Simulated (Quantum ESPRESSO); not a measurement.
## Kohn-Sham bands of ZrN (NiAs type)

```
CELL_PARAMETERS angstrom
      3.18725     0.00000     0.00000
     -1.59362     2.76024     0.00000
      0.00000     0.00000     5.49017
ATOMIC_POSITIONS crystal
  Zr 0.33333 0.66667 0.25000
  Zr 0.66667 0.33333 0.75000
  N  0.00000 0.00000 0.00000
  N  0.00000 0.00000 0.50000
```

Cell from Materials Project (mp-1093992), symmetrised, no further relaxation. Not found in the COD (Crystallography Open Database) copy used, which has the formula in other groups; not checked further. Method: PBEsol plane waves in Quantum ESPRESSO 7.5 (PseudoDojo norm-conserving files, 68 Ry, spinors with spin-orbit coupling), Bloch states on a 6×6×4 mesh through Γ, Wannier90 4.0.1. Density: 12×12×6 mesh, cold smearing 0.01 Ry.

Energies are relative to the Fermi level; weights are on the orthonormalised atomic waves of the pseudopotential files, averaged over the group. 34 electrons a cell are treated as valence.

| bands | from (eV) | to (eV) | filling | weight on atomic waves |
|---|---|---|---|---|
| 1–4 | -49.06 | -48.87 | filled | [?] |
| 5–8 | -28.51 | -27.95 | filled | [?] |
| 9–16 | -26.96 | -26.09 | filled | [?] |
| 17–20 | -15.86 | -13.35 | filled | [?] |

**Question.** Which atomic shells make up each group?

**Answer.** 
- 1–4, weight on atomic waves: Zr 4s 94 %
- 5–8, weight on atomic waves: Zr 4p 96 %
- 9–16, weight on atomic waves: Zr 4p 96 %
- 17–20, weight on atomic waves: N 2s 70 %, Zr 4d 16 %, Zr 5s 8 %

No gap over 0.05 eV opens at the Fermi level at this level of theory.
